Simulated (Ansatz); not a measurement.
A trial cell of Sr3CuOs, before relaxation:

Space group Pm-3m (No. 221). a = 4.967 Å, b = 4.967 Å, c = 4.967 Å, α = 90.00°, β = 90.00°, γ = 90.00°
| atom | site | symmetry | x | y | z |
| --- | --- | --- | --- | --- | --- |
| Sr | 3d | 4/mm.m | 0.5000 | 0.0000 | 0.0000 |
| Cu | 1a | m-3m | 0.0000 | 0.0000 | 0.0000 |
| Os | 1b | m-3m | 0.5000 | 0.5000 | 0.5000 |

Level of theory: DFT PBE, scalar-relativistic, plane waves, PAW in Ansatz 0.2.0. Cutoff 420 eV, Gaussian smearing, Γ-centred meshes. Cell and atoms relax first on a coarse mesh and then on a finer one. In between, the cell is made exact in the group found at 0.06 Å. In metals the finer mesh still leaves noise of several meV/atom or more. The steps can't lower the symmetry of their start. Collinear spin is switched on along the way, since trial moments persisted in a coarse test.

A guess keeps its type if space group and coordination stay and the shape of the cell changes little (axis ratios within about 15 %, angles within 6°); the volume may change.

Question: Does it keep its structure type, or change into something else?

Answer: It keeps its type: symmetry leaves only the cell edge free. The symmetry stays Pm-3m (No. 221). The end has the antiperovskite type. The volume per atom grows by 43.3 %, from 24.5 to 35.1 Å³. The shortest distance goes from 2.48 Å (Sr–Cu) to 2.80 Å (Sr–Cu). Counting neighbours within 15 % of an atom's shortest distance, the start has Cu 6, Os 12, Sr 2 and the end Cu 6, Os 12, Sr 2.

The last run used collinear spin, an 8×8×8 mesh for its 5-atom cell and Gaussian smearing of 0.10 eV. Spin–orbit coupling, which can matter for Os, is left out. The magnetic state reached may not be the lowest. A structure relaxed within its symmetry needn't be a true minimum.
